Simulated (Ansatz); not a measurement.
Cd (dhcp): energy against volume

Method: DFT, LDA (PW92), plane waves (420 eV) with PAW, scalar-relativistic (Ansatz). (PAW data from PBE, frozen cores regenerated.)

The cell is scaled uniformly from the relaxed one, with fractional coordinates and shape fixed. Energies are extrapolated to zero smearing, pressures are those at the given smearing. Magnetic state: spin not included.

A Birch-Murnaghan fit gives V₀ = 19.90 Å³/atom, B₀ = 68 GPa, B₀′ = 5.8.

What are the energy above the minimum and the pressure at 19.071 Å³/atom?

8.0 meV/atom and 3.29 GPa as computed.

What are the energy above the minimum and the pressure at 20.660 Å³/atom?

5.6 meV/atom and -2.27 GPa as computed.

What are the energy above the minimum and the pressure at 21.455 Å³/atom?

21.6 meV/atom and -4.10 GPa as computed.
